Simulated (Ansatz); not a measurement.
Consider the following.

WSe2:
```cif
data_Se4W2
_chemical_formula_sum 'W2 Se4'
_space_group_name_H-M_alt 'P 1'
_space_group_IT_number 1
_cell_length_a 3.27915
_cell_length_b 3.27915
_cell_length_c 12.78199
_cell_angle_alpha 90.000
_cell_angle_beta 90.000
_cell_angle_gamma 120.000
loop_
_space_group_symop_operation_xyz
  'x, y, z'
loop_
_atom_site_label
_atom_site_type_symbol
_atom_site_fract_x
_atom_site_fract_y
_atom_site_fract_z
_atom_site_occupancy
W1 W 0.66667 0.33333 0.75000 1
W2 W 0.33333 0.66667 0.25000 1
Se1 Se 0.33333 0.66667 0.88176 1
Se2 Se 0.66667 0.33333 0.11824 1
Se3 Se 0.66667 0.33333 0.38176 1
Se4 Se 0.33333 0.66667 0.61824 1
```

This is the PBE+D3(BJ)-relaxed structure.

Q: All from plane-wave PAW PBE+D3(BJ) (Ansatz code), unless another level is named. Give the electron effective mass with spin–orbit coupling.

A: 0.43, 0.43, 0.51 mₑ (principal values).

Q: Next, the formation energy from the elements (no fitted shifts)?

A: -0.56 eV/atom.

Q: What about the weight of the valence-edge state by species (Voronoi cells)?

A: W 63 %, Se 37 %.

Q: And the conduction-band minimum?

A: on the K–Γ line, 46 % of the way from K (6 equivalent valleys).

Space group P6_3/mmc. Symmetry was held in the PBE+D3(BJ) relaxation. The run is not spin-polarised. The references are the lowest solids computed at this level, not always the standard phases. Scalar-relativistic: spin–orbit coupling is off unless named, which matters more the heavier the elements.

Potentials: the earlier of the program's two PAW sets.

Edges and masses are those of Kohn–Sham bands, whose gap is no quasiparticle gap.
